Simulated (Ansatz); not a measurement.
# Bands of Re

```
Re
1.0
     2.77477    0.00000    0.00000
    -1.38739    2.40302    0.00000
     0.00000    0.00000    4.48588
Re
2
Direct
  0.33333 0.66667 0.25000
  0.66667 0.33333 0.75000
```

Atom numbers follow the list: Re1, Re2.

The structure comes from a relaxation in the same program, started in the hcp type, and has space group P6_3/mmc. Whether it is a known phase or the ground state wasn't checked.

No spin–orbit coupling, which matters for the heavy atoms here.

Level of theory: Ansatz 0.2.0, DFT, PBE, all-electron LAPW, scalar-relativistic.

Numerical set-up: a Γ-centred 14×14×8 k mesh, Fermi–Dirac smearing of 0.08 eV, basis error target 1 meV/atom, no spin polarisation.

Points in fractions of the reciprocal vectors of this cell: Γ (0, 0, 0), M (0.5, 0, 0), K (0.333, 0.333, 0), A (0, 0, 0.5), L (0.5, 0, 0.5), H (0.333, 0.333, 0.5). The path joins them by straight lines in the order Γ–M–K–Γ–A–L–H–A–L; legs that retrace an earlier one aren't tabulated. Energies are in eV from the Fermi level.

(1) Is there a gap?

(2) List the levels between -14 and 8 eV at the symmetry points.

Answers

(1) none: bands cross the Fermi level, a metal.

(2) 
Γ: -9.74, -6.49, -1.53, -1.52 (×2), -0.70 (×2), 0.22 (×2), 0.58, 3.32 (×2)
M: -5.83, -5.72, -5.12, -1.86, -1.71, -1.34, -0.57, 3.92, 4.31, 4.44, 5.96, 6.94
K: -5.08, -3.95 (×2), -3.28, -2.07 (×2), -0.02, 2.99 (×2), 3.45, 6.39 (×2)
A: -7.41 (×2), -2.33 (×2), -1.64 (×4), 2.52 (×4)
L: -6.15 (×2), -3.99 (×2), 0.41 (×2), 0.89 (×2), 4.23 (×2), 4.70 (×2)
H: -4.44 (×2), -3.64 (×2), -2.10 (×2), 0.08 (×2), 3.31 (×2)
